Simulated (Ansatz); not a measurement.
Given:

PbO$_{2}$ (space group Pbcn)

```cif
data_O8Pb4
_chemical_formula_sum 'Pb4 O8'
_space_group_name_H-M_alt 'P 1'
_space_group_IT_number 1
_cell_length_a 5.06405
_cell_length_b 5.93510
_cell_length_c 5.47960
_cell_angle_alpha 90.000
_cell_angle_beta 90.000
_cell_angle_gamma 90.000
loop_
_space_group_symop_operation_xyz
  'x, y, z'
loop_
_atom_site_label
_atom_site_type_symbol
_atom_site_fract_x
_atom_site_fract_y
_atom_site_fract_z
_atom_site_occupancy
Pb1 Pb 0.50000 0.18138 0.75000 1
Pb2 Pb 0.50000 0.81862 0.25000 1
Pb3 Pb 0.00000 0.31862 0.25000 1
Pb4 Pb 0.00000 0.68138 0.75000 1
O1 O 0.26511 0.09152 0.43058 1
O2 O 0.73489 0.90848 0.56942 1
O3 O 0.23489 0.40848 0.93058 1
O4 O 0.76511 0.59152 0.06942 1
O5 O 0.76511 0.40848 0.56942 1
O6 O 0.23489 0.59152 0.43058 1
O7 O 0.73489 0.09152 0.06942 1
O8 O 0.26511 0.90848 0.93058 1
```

This relaxed cell (volume V₀) is scaled evenly in all directions, its shape held. The atoms relax within the cell's symmetry.

Computed with PBEsol (plane waves to 420 eV, PAW, scalar-relativistic; Ansatz, a quantum-chemistry and plane-wave program). k mesh 8×7×7 (Γ-centred), Fermi-Dirac smearing 0.05 eV. E stands for the smeared free energy. Stress and pressure are positive under compression. With the shape held, the modulus is that of even scaling; a crystal free to change shape is softer. At this level the bands of PbO2 touch or barely overlap. PbO2 was relaxed with its symmetry unable to fall. Spin-orbit coupling is left out, though Pb is heavy. This is one of several known forms of PbO2; the measured ambient cells at hand have space group No. 136. The zero of ΔE is the relaxed starting cell.

The scan covers V/V₀ from 0.900 to 1.100 in 9 points.

**Question.** What is ΔE at V/V₀ = 1.100?

**Answer.** 42 meV/atom.

**Question.** What is ΔE at V/V₀ = 0.900?

**Answer.** 58 meV/atom.

**Question.** What pressure does the cell carry at V/V₀ = 0.900?

**Answer.** 14.7 GPa.

(A scan under strain: stresses follow from slopes of the energy per volume, elastic moduli from its curvatures.)
